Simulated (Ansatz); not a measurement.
HfN:
```
HfN
1.0
    0.00000     2.27381     2.27381
    2.27381     0.00000     2.27381
    2.27381     2.27381     0.00000
Hf N
1 1
Direct
  0.00000   0.00000   0.00000
  0.50000   0.50000   0.50000
```

Relaxed with PBE. Special points in fractions of this cell's reciprocal vectors: Γ (0.000, 0.000, 0.000); X (0.500, 0.000, 0.500); U (0.625, 0.250, 0.625); K (0.375, 0.375, 0.750); L (0.500, 0.500, 0.500); W (0.500, 0.250, 0.750).

Task: List the band energies nearest the Fermi level at these points for the program Ansatz at the PBE with spin–orbit coupling level (PAW).

Result: In eV from the Fermi level; about four levels below and three above (degenerate sets whole), none deeper than 8.9 eV; points with the same levels are listed once.

| k | below | above |
|---|---|---|
| Γ | -0.40 -0.40 -0.40 -0.40 -0.10 -0.10 | 1.64 1.64 2.02 2.02 2.02 2.02 |
| X | -3.68 -3.68 -3.67 -3.67 -3.41 -3.41 | 4.04 4.04 5.03 5.03 |
| U | -4.79 -4.79 -0.76 -0.76 | 3.79 3.79 4.40 4.40 |
| L | -6.08 -6.08 -6.03 -6.03 | 3.17 3.17 3.57 3.57 |
| W | -5.70 -5.70 -5.13 -5.13 | 1.10 1.10 1.23 1.23 |

Space group Fm-3m (rock salt). The cell was relaxed with PBE under the symmetry of its start; of distortions, only those at the zone centre were tested. No spin polarisation was allowed. With an odd number of electrons in the cell and no spin polarisation, the count alone makes it a metal.

Potentials: the later of the program's two PAW sets.
